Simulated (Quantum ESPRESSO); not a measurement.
## Zn4F7Cl (input and log of a self-consistent run)

Computed values, not a measurement. The program is pw.x of Quantum ESPRESSO 7.5 (plane-wave density functional theory). The cell is made up: 12 atoms on a fluorite lattice, with randomly drawn elements, strain and displacements, not relaxed. PseudoDojo standard norm-conserving files (v0.5 for PBE, v0.4.1 for LDA and PBEsol) set the functional; there is no spin polarisation, spin-orbit coupling or dispersion term, and the masses in the input are unused placeholders.

Input:

```
&control calculation='scf', pseudo_dir='./dojo.nc.sr.pbe.v0_5.standard.upf', outdir='./o', disk_io='low', tprnfor=.true., tstress=.true. /
&system ibrav=0, nat=12, ntyp=3, nbnd=74, ecutwfc=84.00895049, nosym=.true., tot_charge=0,
 occupations='smearing', smearing='fd', degauss=0.0018374661
/
&electrons conv_thr=7.350e-09, electron_maxstep=60, /
ATOMIC_SPECIES
Cl 1.0 Cl.upf
F 1.0 F.upf
Zn 1.0 Zn.upf
CELL_PARAMETERS angstrom
5.2278 -0.0238 -0.0162
-0.0238 5.1457 -0.0289
-0.0162 -0.0289 5.2724
ATOMIC_POSITIONS angstrom
Zn 0.0683 0.0379 0.0474
Zn -0.0186 2.5255 2.5886
Zn 2.5889 0.0183 2.6507
Zn 2.5926 2.5798 0.0127
F 1.2868 1.162 1.2743
F 1.2507 1.294 3.9448
Cl 1.344 3.8128 1.3336
F 1.2891 3.8637 3.8677
F 3.8304 1.2659 1.2806
F 3.8574 1.3612 4.0442
F 3.9693 3.8099 1.2151
F 3.9488 3.7672 4.0019
K_POINTS automatic
4 4 4 1 1 1
```

The log is shortened where brackets say so; the opening notice, blank lines, dates and the lines on written files are dropped, and the path of the files is cut. It prints rydbergs, bohrs and kilobars, and counts compression as positive stress. With no partly filled state, the Fermi energy that it prints is only some level between the filled and the empty states on the mesh, and need not lie in the true gap.

```
     Program PWSCF v.7.5
     Parallel version (MPI & OpenMP), running on       4 processor cores
     Number of MPI processes:                 4
     Threads/MPI process:                     1
     [start-up lines left out]
     bravais-lattice index     =            0
     lattice parameter (alat)  =       9.8793  a.u.
     unit-cell volume          =     957.0655 (a.u.)^3
     number of atoms/cell      =           12
     number of atomic types    =            3
     number of electrons       =       136.00
     number of Kohn-Sham states=           74
     kinetic-energy cutoff     =      84.0090  Ry
     charge density cutoff     =     336.0358  Ry
     scf convergence threshold =      7.3E-09
     mixing beta               =       0.7000
     number of iterations used =            8  plain     mixing
     Exchange-correlation= PBE
                           (   1   4   3   4   0   0   0)
     [axes and pseudopotential details left out]
   Cartesian axes
     site n.     atom                  positions (alat units)
         1        Zn     tau(   1) = (   0.0130646   0.0072496   0.0090668  )
         2        Zn     tau(   2) = (  -0.0035578   0.4830831   0.4951530  )
         3        Zn     tau(   3) = (   0.4952104   0.0035005   0.5070316  )
         4        Zn     tau(   4) = (   0.4959181   0.4934697   0.0024293  )
         5        F      tau(   5) = (   0.2461419   0.2222699   0.2437508  )
         6        F      tau(   6) = (   0.2392366   0.2475191   0.7545698  )
         7        Cl     tau(   7) = (   0.2570832   0.7293206   0.2550939  )
         8        F      tau(   8) = (   0.2465818   0.7390569   0.7398220  )
         9        F      tau(   9) = (   0.7326872   0.2421441   0.2449559  )
        10        F      tau(  10) = (   0.7378518   0.2603733   0.7735833  )
        11        F      tau(  11) = (   0.7592562   0.7287659   0.2324269  )
        12        F      tau(  12) = (   0.7553350   0.7205981   0.7654920  )
     number of k points=    32  Fermi-Dirac smearing, width (Ry)=  0.0018
                       cart. coord. in units 2pi/alat
        k(    1) = (   0.1259734   0.1282812   0.1250347), wk =   0.0625000
        k(    2) = (   0.1267479   0.1296771   0.3729337), wk =   0.0625000
     [further k points left out]
     Dense  grid:    99513 G-vectors     FFT dimensions: (  60,  60,  60)
     Estimated max dynamical RAM per process >     284.96 MB
     Estimated total dynamical RAM >       1.04 GB
     Initial potential from superposition of free atoms
     starting charge     135.9994, renormalised to     136.0000
     Starting wfcs are   72 randomized atomic wfcs +    2 random wfcs
     total cpu time spent up to now is        3.2 secs
     per-process dynamical memory:   206.3 Mb
     Self-consistent Calculation
     iteration #  1     ecut=    84.01 Ry     beta= 0.70
     Davidson diagonalization with overlap
     ethr =  1.00E-02,  avg # of iterations =  3.9
     total cpu time spent up to now is        9.8 secs
     total energy              =   -2050.04321709 Ry
     estimated scf accuracy    <       1.51127565 Ry
     iteration #  2     ecut=    84.01 Ry     beta= 0.70
     Davidson diagonalization with overlap
     ethr =  1.11E-03,  avg # of iterations =  2.9
     total cpu time spent up to now is       17.4 secs
     total energy              =   -2050.41342070 Ry
     estimated scf accuracy    <       1.57165208 Ry
     iteration #  3     ecut=    84.01 Ry     beta= 0.70
     Davidson diagonalization with overlap
     ethr =  1.11E-03,  avg # of iterations =  2.0
     total cpu time spent up to now is       24.3 secs
     total energy              =   -2050.73609715 Ry
     estimated scf accuracy    <       0.01631357 Ry
     iteration #  4     ecut=    84.01 Ry     beta= 0.70
     Davidson diagonalization with overlap
     ethr =  1.20E-05,  avg # of iterations =  7.7
     total cpu time spent up to now is       33.7 secs
     total energy              =   -2050.74006652 Ry
     estimated scf accuracy    <       0.00699754 Ry
     iteration #  5     ecut=    84.01 Ry     beta= 0.70
     Davidson diagonalization with overlap
     ethr =  5.15E-06,  avg # of iterations =  2.0
     total cpu time spent up to now is       40.6 secs
     total energy              =   -2050.74126653 Ry
     estimated scf accuracy    <       0.00053470 Ry
     iteration #  6     ecut=    84.01 Ry     beta= 0.70
     Davidson diagonalization with overlap
     ethr =  3.93E-07,  avg # of iterations =  2.4
     total cpu time spent up to now is       47.8 secs
     total energy              =   -2050.74136180 Ry
     estimated scf accuracy    <       0.00005547 Ry
     iteration #  7     ecut=    84.01 Ry     beta= 0.70
     Davidson diagonalization with overlap
     ethr =  4.08E-08,  avg # of iterations =  2.0
     total cpu time spent up to now is       55.0 secs
     total energy              =   -2050.74137261 Ry
     estimated scf accuracy    <       0.00000317 Ry
     iteration #  8     ecut=    84.01 Ry     beta= 0.70
     Davidson diagonalization with overlap
     ethr =  2.33E-09,  avg # of iterations =  2.4
     total cpu time spent up to now is       62.4 secs
     total energy              =   -2050.74137351 Ry
     estimated scf accuracy    <       0.00000169 Ry
     iteration #  9     ecut=    84.01 Ry     beta= 0.70
     Davidson diagonalization with overlap
     ethr =  1.25E-09,  avg # of iterations =  2.0
     total cpu time spent up to now is       69.0 secs
     total energy              =   -2050.74137372 Ry
     estimated scf accuracy    <       0.00000016 Ry
     iteration # 10     ecut=    84.01 Ry     beta= 0.70
     Davidson diagonalization with overlap
     ethr =  1.18E-10,  avg # of iterations =  2.0
     total cpu time spent up to now is       76.6 secs
     total energy              =   -2050.74137376 Ry
     estimated scf accuracy    <       0.00000002 Ry
     iteration # 11     ecut=    84.01 Ry     beta= 0.70
     Davidson diagonalization with overlap
     ethr =  1.14E-11,  avg # of iterations =  2.0
     total cpu time spent up to now is       83.3 secs
     End of self-consistent calculation
          k = 0.1260 0.1283 0.1250 ( 12466 PWs)   bands (ev):
  -116.7302-116.6435-116.4990-116.4194 -70.9184 -70.8949 -70.8659 -70.8314
   -70.8023 -70.7846 -70.6960 -70.6593 -70.6368 -70.6105 -70.5816 -70.5712
   -14.9453 -14.4736 -14.4152 -14.0687 -13.9914 -13.8616 -13.4465  -8.2097
     0.4408   0.5588   0.6697   1.3614   1.3993   1.4618   1.9155   1.9334
     2.0038   2.1266   2.1630   2.2143   2.3289   2.3558   2.4077   2.4373
     2.4621   2.4964   2.5166   2.5780   2.7214   2.7573   2.8130   2.8848
     3.0015   3.1330   3.2181   3.2924   3.3375   4.4666   4.8144   4.8698
     5.0908   5.1669   5.3265   5.4641   5.5192   5.7992   5.8182   5.9380
     6.0167   6.4094   6.5132   6.5748  10.0182  12.6907  12.8528  13.1119
    15.0955  15.1541
     [levels at the other k points left out]
     the Fermi energy is     7.9016 ev
!    total energy              =   -2050.74137376 Ry
     estimated scf accuracy    <          3.4E-09 Ry
     smearing contrib. (-TS)   =       0.00000000 Ry
     internal energy E=F+TS    =   -2050.74137376 Ry
     The total energy is F=E-TS. E is the sum of the following terms:
     one-electron contribution =   -1376.94358400 Ry
     hartree contribution      =     743.70281342 Ry
     xc contribution           =    -266.74256025 Ry
     ewald contribution        =   -1150.75804293 Ry
     convergence has been achieved in  11 iterations
     Forces acting on atoms (cartesian axes, Ry/au):
     atom    1 type  3   force =    -0.04539730    0.00994283   -0.04472721
     atom    2 type  3   force =    -0.04221195   -0.01868572    0.04401384
     atom    3 type  3   force =     0.04101243    0.02902536    0.04498752
     atom    4 type  3   force =     0.05141101   -0.03018695   -0.05246428
     atom    5 type  2   force =    -0.01308348    0.02712337    0.00617293
     atom    6 type  2   force =    -0.00277786   -0.00130643   -0.00772773
     atom    7 type  1   force =    -0.00470088   -0.02427144   -0.01604843
     atom    8 type  2   force =     0.00582915    0.00800507    0.02383005
     atom    9 type  2   force =     0.01093543   -0.00642965    0.02847629
     atom   10 type  2   force =    -0.00102700   -0.03121370   -0.02333546
     atom   11 type  2   force =     0.00293055    0.00717784    0.02000622
     atom   12 type  2   force =    -0.00292010    0.03081944   -0.02318375
     Total force =     0.161494     Total SCF correction =     0.000070
     Computing stress (Cartesian axis) and pressure
          total   stress  (Ry/bohr**3)                   (kbar)     P=       39.53
   0.00019844  -0.00000796  -0.00000577           29.19       -1.17       -0.85
  -0.00000796   0.00047504   0.00003079           -1.17       69.88        4.53
  -0.00000577   0.00003079   0.00013278           -0.85        4.53       19.53
     init_run     :      2.98s CPU      3.11s WALL (       1 calls)
     electrons    :     78.19s CPU     80.11s WALL (       1 calls)
     forces       :      1.33s CPU      1.34s WALL (       1 calls)
     stress       :      4.28s CPU      4.37s WALL (       1 calls)
     [timing details left out]
     PWSCF        :   1m26.91s CPU   1m29.10s WALL
     JOB DONE.
```

In other units: free energy -27901.758 eV for the cell, pressure 3.95 GPa, largest force component 1.349 eV/Å. A rerun of a related cell, with the same atoms placed differently, at 1437 eV and a 6 x 6 x 6 mesh moved values by no more than 0.003 eV in energy, 0.02 GPa in stress and 0.002 eV/Å in force.